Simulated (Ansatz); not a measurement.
Ansatz (a quantum-chemistry and plane-wave program) input:

Ansatz 0.2 input:
```yaml
crystal:
  lattice:
    - [5.2638341529, 0.0, 0.0]
    - [0.0, 6.1874199486, 0.0]
    - [0.0, 0.0, 3.8599064393]
  atoms:
    - { symbol: Co, position: [0.0, 0.0, 0.0] }
    - { symbol: Co, position: [0.5, 0.5, 0.5] }
    - { symbol: Te, position: [0.2293754327, 0.3605833199, 0.0] }
    - { symbol: Te, position: [0.2706245673, 0.8605833199, 0.5] }
    - { symbol: Te, position: [0.7706245673, 0.6394166801, 0.0] }
    - { symbol: Te, position: [0.7293754327, 0.1394166801, 0.5] }
kpoints:
  mp_grid: { grid: [8, 7, 11] }
basis: { xc_grid: 2, fft_grid_basis: typed }
hamiltonian:
  xc: pbesol
  pseudopotentials: { kind: paw }
scf:
  occupations: { method: gaussian, width: 0.05 }
checkpoint: { read: metal.run }
output: { write_density: true, elf: true, volumetric_format: npy }
```

Output (shortened):

```
Pseudopotential: Co, paw, valence charge 17
Pseudopotential: Te, paw, valence charge 16
Functional definition: PBEsol
Crystal: 6 atoms, lattice volume = 125.715 Å³
Basis set: ecut = 420 eV, 2469 PW (Γ), exchange–correlation on 72×90×54 points (8 copies of the dense FFT grid, shifted against one another)
Bands: 59, of which v1, the nominal top of the filled ones, is band 49 counted from 1 (48 counted from 0)
Symmetry: 8 space group operations
Space group: Pnnm (ITA 58), of the structure as read, at distance tolerance 5.0e-5 Å
k-points: 120 of 616
Stability of the state it starts from, as read at its close in the unpolarized treatment …
iter 1 solved again at ethr=1.04e-7 eV; its pass at ethr=3.10e-3 eV (dr2=1.02e-4 eV) is discarded
SCF iter   1: F=—  HF=-37793.425741 eV  |F-HF|=—  |Δ(HF+E_count)|=         —  Δρ=4.83e-7  dr2=1.16e-10  ethr=1.04e-7  ⟨swp⟩=4.6  Hψ=49109  notcnv=0
preconditioner: auto → Kerker (q_TF=auto, 2.617 Å⁻¹)
SCF iter   2: F=—  HF=-37793.425743 eV  |F-HF|=—  |Δ(HF+E_count)|=   2.41e-6  Δρ=2.69e-7  dr2=4.61e-11  ethr=1.00e-12  ⟨swp⟩=8.0  Hψ=28911  notcnv=0
SCF iter   3: F=-37793.425743 eV  HF=-37793.425743 eV  |F-HF|=7.28e-12  |Δ(HF+E_count)|=  7.28e-12  Δρ=1.45e-7  dr2=1.87e-11  ethr=1.00e-12  ⟨swp⟩=1.0  Hψ=14655  notcnv=0
SCF 1 converged in 3 iterations: F = -37793.425743 eV  dr2 = 1.87e-11
SCF converged after 3 iterations
Free energy (F): -37793.425743 eV
Harris-Foulkes:  -37793.425743 eV  (|F-HF|=7.28e-12)
Internal energy: -37793.418500 eV  (E = F + TS)
E sigma→0 (E₀):  -37793.422121 eV
Entropy (-TS):   -0.007244 eV (-1.207 meV/atom)
Fermi energy:    13.993374 eV
--- Per-component energies (eV) ---
  E_band       = -1409.256446
  E_kinetic    = 1641.507488
  E_local      = -11497.577166  (includes V_loc(G=0)·N_el)
  E_nonlocal   = -308.949683
  E_hartree    = 6048.256298
  E_xc         = -812.776074
  E_vxc        = -830.912792  (∫ρ·V_xc dr)
  E_paw        = -21312.565923  (= ΣΔE_a)
  E_vpaw       = -2509.836274  (= ΣTr[D̂ρ^β])
  E_aug_tail   = -0.000648  (compensation charges beyond the density's cutoff)
  E_ewald      = -11553.188891
  E_core_change = 1.876099  (= ΣΔE_core)
  E_smearing   = -0.007244  (= −TS)
  E_closure    = 0.000000  (closes the sum)
  Σ components = -37793.425743   (vs F -37793.425743, Δ=0.00e0)
  [band-id]    e_kinetic+e_local+e_nonlocal+2·e_hartree+e_vxc+e_vpaw+e_augmentation_tail = -1409.256480   (vs E_band -1409.256446, Δ=-3.39e-5)
--- Band table (eV; the first three rows and the last of 120) ---
  k-point 0: bands = ["-80.6104", "-80.6103", "-44.1911", "-44.1911", "-44.0371", "-44.0370", "-43.9912", "-43.9911", "-23.7008", "-23.6984", "-23.6581", "-23.6491", "-23.6434", "-23.6403", "-23.6359", "-23.6352", "-23.6254", "-23.6234", "-23.6179", …
  k-point 1: bands = ["-80.6104", "-80.6103", "-44.1911", "-44.1911", "-44.0371", "-44.0370", "-43.9912", "-43.9911", "-23.7006", "-23.6984", "-23.6580", "-23.6493", "-23.6436", "-23.6397", "-23.6361", "-23.6351", "-23.6258", "-23.6238", "-23.6174", …
  k-point 2: bands = ["-80.6103", "-80.6103", "-44.1911", "-44.1911", "-44.0373", "-44.0372", "-43.9912", "-43.9911", "-23.7003", "-23.6984", "-23.6576", "-23.6500", "-23.6439", "-23.6383", "-23.6367", "-23.6348", "-23.6270", "-23.6250", "-23.6162", …
  k-point 119: bands = ["-80.6103", "-80.6103", "-44.1911", "-44.1911", "-44.0378", "-44.0378", "-43.9911", "-43.9911", "-23.6977", "-23.6977", "-23.6606", "-23.6606", "-23.6340", "-23.6340", "-23.6327", "-23.6327", "-23.6318", "-23.6318", "-23.6141", …
```

Cost: roughly 50 core-seconds on shared cores.

The workflow started from an entry of the Crystallography Open Database (COD). Its standing as an ambient phase is unchecked. The cell was relaxed with PBEsol under the symmetry of its start; its stability against distortions is not shown here. No spin polarisation was allowed. Scalar-relativistic: spin–orbit coupling is off unless named, which matters more the heavier the elements.

Potentials: the later of the program's two PAW sets.

Ansatz is a plane-wave DFT program.
